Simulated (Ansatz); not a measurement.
ZnGeP$_{2}$:
```xyz
8
Lattice="-2.7120 2.7120 5.3549 2.7120 -2.7120 5.3549 2.7120 2.7120 -5.3549" Properties=species:S:1:pos:R:3 pbc="T T T"
Zn     0.0000     2.7120     2.6775
Zn     0.0000     0.0000     0.0000
Ge     2.7120     0.0000     2.6775
Ge     0.0000     0.0000     5.3549
P      1.3560     1.3650    -1.3387
P      1.3560     1.3470     4.0162
P      4.0589     1.3560     1.3387
P     -1.3470     1.3560     6.6936
```

Relaxed with PBEsol. Special points in fractions of this cell's reciprocal vectors: Γ (0.000, 0.000, 0.000); X (0.000, 0.000, 0.500); P (0.250, 0.250, 0.250); N (0.000, 0.500, 0.000); M (0.500, 0.500, -0.500); S (0.314, 0.686, -0.314); S0 (-0.314, 0.314, 0.314); R (-0.128, 0.128, 0.500); G (0.500, 0.500, -0.128).

Question: List the band energies nearest the valence-band maximum at these points for DFT-PBEsol in the program Ansatz with PAW potentials.

Answer: In eV from the valence-band maximum; about four levels below and three above (degenerate sets whole), none deeper than 8.9 eV; points with the same levels are listed once.

```tsv
k	below	above
Γ	-2.67 -2.67 -0.07 -0.07 0.00	1.24 1.38 1.50
X	-1.23 -1.23 -0.78 -0.78	1.16 1.16 2.96 2.96
P	-1.21 -1.21 -1.15 -1.15	1.82 1.82 2.81 2.81
N	-2.56 -1.95 -1.70 -1.02	2.37 2.46 2.72
M	-1.97 -1.97 -1.42 -1.42	1.12 1.12 1.32 1.32
S	-2.43 -2.17 -1.20 -0.90	1.31 2.41 2.52
R	-1.34 -1.34 -1.14 -1.14	1.55 1.55 3.43 3.43
```

Space group I-42d (chalcopyrite). The cell was relaxed with PBEsol under the symmetry of its start. Spin–orbit coupling is left out wherever it is not named.

Potentials: the later of the program's two PAW sets.
